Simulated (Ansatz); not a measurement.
Li (bcc, W type)

```xyz
1
Lattice="-1.7387 1.7387 1.7387 1.7387 -1.7387 1.7387 1.7387 1.7387 -1.7387" Properties=species:S:1:pos:R:3 pbc="T T T"
Li     0.0000     0.0000     0.0000
```

The slice is a {211} plane (indices of the conventional cell) through the point (0.000, 0.000, 0.000) (fractional), spanned by u = [111] and v = [1 0 -1] in vectors of this cell: u (3.01 Å) and v (4.92 Å, at 90° to u). It covers one period; positions are fractions (u, v).

Level of theory: r2SCAN (plane waves to 500 eV, PAW, scalar-relativistic; Ansatz, an electronic-structure program). k mesh 19×19×19. Near the nuclei the fields are pseudised (PAW); where an atom keeps semicore shells as valence, they peak there. Li was relaxed with its symmetry unable to fall.

### Question
What is the ELF at the midpoint of the shortest Li–Li line in this plane (3.01 Å)?

### Answer
0.52.

### Question
What is the valence density on the shortest Li–Li line in this plane (3.01 Å), at its midpoint?

### Answer
0.05 e/Å³.

### Question
Sketch the electrostatic potential energy of an electron, from the cell's mean on this plane as a map.

### Answer
```tsv
v \ u	0.00	0.17	0.33	0.50	0.67	0.83
0.90	x	x	0.6	2.4	0.6	x
0.80	x	0.4	2.4	3.2	2.4	0.4
0.70	2.6	2.8	3.1	3.2	3.1	2.8
0.60	3.2	3.0	2.6	2.4	2.6	3.0
0.50	3.2	2.8	2.2	1.9	2.2	2.8
0.40	3.2	3.0	2.6	2.4	2.6	3.0
0.30	2.6	2.8	3.1	3.2	3.1	2.8
0.20	x	0.4	2.4	3.2	2.4	0.4
0.10	x	x	0.6	2.4	0.6	x
0.00	x	x	-0.7	1.9	-0.7	x
```

Values: electrostatic potential energy of an electron, from the cell's mean, in eV. Points within 1 Å of a nucleus are blanked (x), as the pseudised field means little there. The zero, the cell's mean, hangs on the PAW cores.
